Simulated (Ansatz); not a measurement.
Ta (fcc (Cu type), Fm-3m) under volume change, DFT-r²SCAN in the program Ansatz with PAW potentials, scaled uniformly.

| V (Å³/atom) | E − E(relaxed) (meV/atom) | P (GPa) |
|---|---|---|
| 16.946 | 108.2 | 22.30 |
| 17.505 | 45.7 | 13.77 |
| 18.063 | 10.9 | 6.39 |
| 18.622 | 0.0 | 0.00 |
| 19.181 | 9.9 | -5.56 |
| 19.739 | 38.0 | -10.42 |
| 20.298 | 81.9 | -14.67 |

Task: What does a third-order Birch–Murnaghan fit give for V₀, B₀ and B′?

Result: V₀ = 18.62 Å³/atom, B₀ = 199 GPa, B′ = 3.7.

The workflow started from a Materials Project entry (that database holds measured and hypothetical structures alike); the Crystallography Open Database files this formula in space group No. 225, but the cells were not matched. It is not the phase usual at ambient conditions (space group No. 229). The cell was relaxed with r²SCAN under the symmetry of its start. At this level the phase is mechanically unstable. No spin polarisation was allowed. Scalar-relativistic: spin–orbit coupling is off unless named, which matters more the heavier the elements.

Potentials: the earlier of the program's two PAW sets.
